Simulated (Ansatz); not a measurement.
Relaxed BN (h-BN type, space group P6_3/mmc):

```
CELL_PARAMETERS angstrom
      2.50059     0.00000     0.00000
     -1.25029     2.16557     0.00000
      0.00000     0.00000     6.52585
ATOMIC_POSITIONS crystal
  B  0.33333 0.66667 0.25000
  B  0.66667 0.33333 0.75000
  N  0.33333 0.66667 0.75000
  N  0.66667 0.33333 0.25000
```

The numbers are results of r2SCAN+rVV10 (plane waves to 500 eV, PAW, scalar-relativistic; Ansatz, a quantum-chemistry and plane-wave program), not measurements. k mesh 12×12×4 (Γ-centred), Fermi-Dirac smearing 0.05 eV. BN was relaxed with its symmetry unable to fall.

One atom of the cell was then moved (with its periodic images), all else fixed, and the forces (eV/Å) came out as:

| atom | Fx | Fy | Fz |
|---|---|---|---|
| B1 | 0.000 | -5.871 | 0.000 |
| B2 | 0.000 | 0.000 | 0.000 |
| N3 | 0.000 | -0.001 | 0.000 |
| N4 | 0.000 | 5.872 | 0.000 |

Question: Which atom was moved, and by which vector (Å)?

Answer: B1, by (0.00, 0.12, 0.00), 0.12 Å in all.

(A displaced cell: forces are minus the slopes of the energy, force constants its curvatures, and phonons follow from these.)
